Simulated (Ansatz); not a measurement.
Data:

CuCl:
Space group F-43m (No. 216); a = b = c = 5.207 Å, α = β = γ = 90.00°

```json
[
 {"atom": "Cu", "site": "4a", "symmetry": "-43m", "x": "0.0000", "y": "0.0000", "z": "0.0000"},
 {"atom": "Cl", "site": "4c", "symmetry": "-43m", "x": "0.2500", "y": "0.2500", "z": "0.2500"}
]
```
(The calculation used a cell of 2 atoms; values per cell refer to that cell.)

This is the LDA-relaxed structure.

Task: All from plane-wave PAW LDA (Ansatz code), unless another level is named. Predict the hole effective mass, band 1 of 3 at the edge.

Result: 1.2 along [100], 5.3 along [110], 2.5 along [111] (mₑ).

Task: Give the formation energy from the elements (no fitted shifts).

Result: -0.40 eV/atom.

Task: And the valence-band maximum?

Result: at Γ.

The cell was relaxed with LDA under the symmetry of its start; phonons on a q-mesh show no instability. No spin polarisation was allowed. The references are the lowest solids computed at this level, not always the standard phases (solids in place of the gases).

Potentials: the earlier of the program's two PAW sets.

Edges and masses are those of Kohn–Sham bands, whose gap is no quasiparticle gap.
